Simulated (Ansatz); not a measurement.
Structure from Materials Project entry mp-823 (possibly hypothetical), not relaxed further. The listed cell was then made from it by scaling, straining or moving an atom.

An input for TiCo: DFT, PBEsol, all-electron PAW with datasets made for the crystal, scalar-relativistic (Ansatz 0.2.0).

Command: `ansatz run input.yaml --threads 1 --pin off --max-ram 3072MiB --backend cpu --events-out ev --progress --plain --runs-dir out` The run took 27 s on 1 thread of Arm Neoverse V1, on a shared host.

```yaml
crystal:
  lattice:
    - [3.0446770546, 0.0, 0.0]
    - [0.0, 3.0446770546, 0.0]
    - [0.0, 0.0, 3.0446770546]
  atoms:
    - { symbol: Ti, position: [0.0, 0.0, 0.0], spin: -1.0 }
    - { symbol: Co, position: [0.5, 0.5, 0.5], spin: 2.0 }
magnetization:
  spin_polarized: true
kpoints:
  mp_grid: { grid: [11, 11, 11] }
scf:
  occupations: { method: fermi_dirac, width: 0.03 }
hamiltonian:
  xc: pbesol
  pseudopotentials: { kind: all_electron, datasets: crystal }
output:
  forces: true
  stress: true
  eigenvalues: true
  efg: { contact_densities: true }
```

Set-up and iterations as logged by Ansatz (the results part is left out, to be predicted):

```
hamiltonian.pseudopotentials.datasets: crystal makes datasets for this crystal and solves the spheres of its atoms anew in each pass: cutoff 280.0 eV, the density's 1120.0 eV; for an error of 0.50 meV an atom under PBE, 1.0 meV for the cell; an energy difference from a run of another recipe may be off by several times the error for the cell, under r2SCAN by more, where some 0.1 meV an atom stays at smaller errors; Ti in spheres of 1.307 Å, 12 of its electrons in bands; Co in spheres of 1.323 Å, 17 of its electrons in bands
band count auto-derived: 21 (N_el = 29.0; filled up to band 15; 20 by the electrons, moments and atoms)
Engine: ansatz 0.2.0
Pseudopotentials: kind: all_electron
Pseudopotential: Ti, paw, valence charge 12, recommended cutoff 280 eV (normal), Koelling and Harmon's equation, gaussian nucleus
Pseudopotential: Co, paw, valence charge 17, recommended cutoff 280 eV (normal), Koelling and Harmon's equation, gaussian nucleus
Functional definition: PBEsol
  exchange = pbesol_x
  correlation = pbesol_c
a search for the magnetic state begins, with frozen cores and fixed partial waves. It gives no result and prints no iterations
the search for the magnetic state of this step took 12 SCF iterations with frozen cores. It stayed in its first state, in which the spheres begin
Crystal: 2 atoms, lattice volume = 28.224 Å³
Basis set: ecut = 280 eV, 305 PW (Γ), exchange–correlation on 36×36×36 points (8 copies of the dense FFT grid, shifted against one another)
Bands: 21, of which v1, the nominal top of the filled ones, is band 15 counted from 1 (14 counted from 0)
Symmetry: 48 space group operations
Space group: Pm-3m (ITA 221), of the structure as read, at distance tolerance 3.0e-5 Å
Magnetic group: BNS 221.92 (UNI 1594), of the structure as read, at distance tolerance 3.0e-5 Å
k-points: 56 of 1331
Non-local potential: Ti, projectors of the file, l = 0: 2, l = 1: 2, l = 2: 2
Non-local potential: Co, projectors of the file, l = 0: 3, l = 1: 3, l = 2: 2
PAW form: soft (Blöchl's): semilocal exchange-correlation on the pseudo side does not see the compensation charge
PAW one-centre angular grid: Ti, 590 points (default); XC on its mesh's 1935 points in the sphere
PAW one-centre angular grid: Co, 590 points (default); XC on its mesh's 1919 points in the sphere
Initial density: read from a saved state, or passed on in memory by an earlier SCF of this step, an earlier step, the calling program or the single point that the run made first
Starting moments: Σ|m| = 3 μB on 2 of 2 sites; this step starts from the density that it was given
Initial wavefunctions: pseudopotential atomic-orbital guess
Functional: x = pbesol(κ = 0.804, μ = 0.12345679012345678), c = pbesol(β = 0.046)
iter 1 solved again at ethr=1.64e-4 eV; its pass at ethr=1.00e-1 eV (dr2=4.75e-2 eV) is discarded
SCF iter   1: F=—  HF=-61092.749206 eV  |F-HF|=—  |Δ(HF+E_count)|=         —  Δρ=7.43e-3 (↑7.43e-3 ↓7.32e-3)  dr2=4.74e-2  dr2_m=1.75e-3  β_m=0.30  ethr=1.64e-4  ⟨swp⟩=3.3  Hψ=13521  notcnv=0
SCF iter   2: F=—  HF=-61092.880341 eV  |F-HF|=—  |Δ(HF+E_count)|=   1.31e-1  Δρ=5.41e-2 (↑4.03e-2 ↓5.41e-2)  dr2=3.17e0  dr2_m=1.33e-2  β_m=0.09  ethr=1.64e-4  ⟨swp⟩=3.4  Hψ=6631  notcnv=0  recentre
SCF iter   3: F=—  HF=-61092.726559 eV  |F-HF|=—  |Δ(HF+E_count)|=   1.54e-1  Δρ=6.93e-3 (↑6.93e-3 ↓5.78e-3)  dr2=2.88e-2  dr2_m=9.82e-4  β_m=0.03  ethr=1.64e-4  ⟨swp⟩=3.3  Hψ=6580  notcnv=0
SCF iter   4: F=—  HF=-61092.713059 eV  |F-HF|=—  |Δ(HF+E_count)|=   1.35e-2  Δρ=7.04e-3 (↑7.04e-3 ↓5.04e-3)  dr2=1.38e-2  dr2_m=3.11e-4  β_m=0.07  ethr=9.93e-5  ⟨swp⟩=2.0  Hψ=4561  notcnv=0
SCF iter   5: F=—  HF=-61092.696670 eV  |F-HF|=—  |Δ(HF+E_count)|=   1.64e-2  Δρ=5.36e-3 (↑5.36e-3 ↓4.99e-3)  dr2=2.06e-2  dr2_m=1.12e-4  β_m=0.13  ethr=4.75e-5  ⟨swp⟩=2.7  Hψ=4824  notcnv=0
iter 6 solved again at ethr=1.85e-6 eV; its pass at ethr=4.75e-5 eV (dr2=5.36e-4 eV) is discarded
SCF iter   6: F=—  HF=-61092.687236 eV  |F-HF|=—  |Δ(HF+E_count)|=   9.43e-3  Δρ=8.62e-4 (↑8.62e-4 ↓8.53e-4)  dr2=5.29e-4  dr2_m=2.45e-5  β_m=0.13  ethr=1.85e-6  ⟨swp⟩=2.4  Hψ=10316  notcnv=0
SCF iter   7: F=—  HF=-61092.687149 eV  |F-HF|=—  |Δ(HF+E_count)|=   8.65e-5  Δρ=6.65e-4 (↑6.65e-4 ↓6.22e-4)  dr2=2.14e-4  dr2_m=2.39e-5  β_m=0.57  ethr=1.82e-6  ⟨swp⟩=2.5  Hψ=4098  notcnv=0
SCF iter   8: F=—  HF=-61092.687279 eV  |F-HF|=—  |Δ(HF+E_count)|=   1.30e-4  Δρ=8.47e-4 (↑5.85e-4 ↓8.47e-4)  dr2=7.55e-4  dr2_m=5.46e-6  β_m=0.54  ethr=7.37e-7  ⟨swp⟩=3.0  Hψ=4323  notcnv=0
SCF iter   9: F=—  HF=-61092.687225 eV  |F-HF|=—  |Δ(HF+E_count)|=   5.46e-5  Δρ=7.45e-5 (↑5.75e-5 ↓7.45e-5)  dr2=8.89e-7  dr2_m=9.43e-7  β_m=0.77  ethr=7.37e-7  ⟨swp⟩=2.7  Hψ=4107  notcnv=0
SCF iter  10: F=—  HF=-61092.687226 eV  |F-HF|=—  |Δ(HF+E_count)|=   1.17e-6  Δρ=6.14e-5 (↑1.68e-5 ↓6.14e-5)  dr2=1.36e-6  dr2_m=3.07e-7  β_m=0.89  ethr=3.07e-9  ⟨swp⟩=3.7  Hψ=5137  notcnv=0
SCF iter  11: F=—  HF=-61092.687226 eV  |F-HF|=—  |Δ(HF+E_count)|=   8.41e-8  Δρ=1.61e-5 (↑1.61e-5 ↓6.49e-6)  dr2=1.13e-7  dr2_m=2.16e-8  β_m=0.94  ethr=3.07e-9  ⟨swp⟩=2.5  Hψ=4079  notcnv=0
SCF iter  12: F=—  HF=-61092.687226 eV  |F-HF|=—  |Δ(HF+E_count)|=   4.44e-8  Δρ=2.47e-5 (↑1.01e-5 ↓2.47e-5)  dr2=4.71e-7  dr2_m=1.40e-8  β_m=0.97  ethr=3.90e-10  ⟨swp⟩=2.8  Hψ=4311  notcnv=0  recentre
SCF iter  13: F=—  HF=-61092.687226 eV  |F-HF|=—  |Δ(HF+E_count)|=   2.96e-8  Δρ=9.59e-6 (↑9.59e-6 ↓3.97e-6)  dr2=6.94e-8  dr2_m=3.30e-9  β_m=0.78  ethr=3.90e-10  ⟨swp⟩=2.6  Hψ=4123  notcnv=0
SCF iter  14: F=-61092.687226 eV  HF=-61092.687226 eV  |F-HF|=5.09e-10  |Δ(HF+E_count)|=  4.29e-10  Δρ=1.38e-6 (↑1.38e-6 ↓8.60e-7)  dr2=6.24e-10  dr2_m=2.43e-10  ethr=2.39e-10  ⟨swp⟩=2.0  Hψ=4005  notcnv=0
```

What pressure will this run report?

-15.02 GPa (positive in compression).

What moment will the cell end with?

0.90 μB.
